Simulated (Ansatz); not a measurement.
Generalised stacking fault of TiN (rock salt) on the {100} plane. The cell below holds the perfect crystal with the plane normal along z; tilting its third vector by the shift puts one fault into each cell, between planes 2.12 Å apart, at fixed cell height.

```
TiN
1.0
    2.99283     0.00000     0.00000
    0.00000     2.99283     0.00000
    1.49642     1.49642     6.34876
N Ti
3 3
Direct
  0.00000   0.00000   0.83333
  0.33333   0.33333   0.16667
  0.66667   0.66667   0.50000
  0.50000   0.50000   0.83333
  0.83333   0.83333   0.16667
  0.16667   0.16667   0.50000
```

In-plane vectors a = (2.993, 0.000) Å, b = (0.000, 2.993) Å, area 8.96 Å². The shift is s times the vector a + b (length 4.233 Å), so s = 1 restores the start. Atoms relax along the normal only. γ = [E(shift) − E(0)] / area.

Computed with r2SCAN (plane waves to 500 eV, PAW, scalar-relativistic; Ansatz, a quantum-chemistry and plane-wave program). k mesh 13×13×13 (Γ-centred), Fermi-Dirac smearing 0.05 eV. E is the zero-smearing estimate. Some relaxations began with atoms very close together and may have settled on another branch. With partly filled bands, the k mesh leaves noise in γ, roughly 0.02 J/m² as judged from a few cases. Faults lie only 6.3 Å apart, and holding the cell height raises γ above its relaxed value. TiN is run without spin polarisation. TiN was relaxed with its symmetry unable to fall. The zero of γ is zero shift.

**Question.** Give the computed γ (J/m²) at s = 0.083, 0.250, 0.333, 0.417, 0.583, 0.667, 0.750, 0.917.

**Answer.** 
```json
[
 {"s": "0.083", "γ (J/m²)": "0.51"},
 {"s": "0.250", "γ (J/m²)": "3.48"},
 {"s": "0.333", "γ (J/m²)": "4.94"},
 {"s": "0.417", "γ (J/m²)": "5.91"},
 {"s": "0.583", "γ (J/m²)": "5.91"},
 {"s": "0.667", "γ (J/m²)": "4.94"},
 {"s": "0.750", "γ (J/m²)": "3.48"},
 {"s": "0.917", "γ (J/m²)": "0.51"}
]
```

(The slope of γ gives the shear force per area between the displaced halves; near zero shift its curvature is an elastic stiffness.)
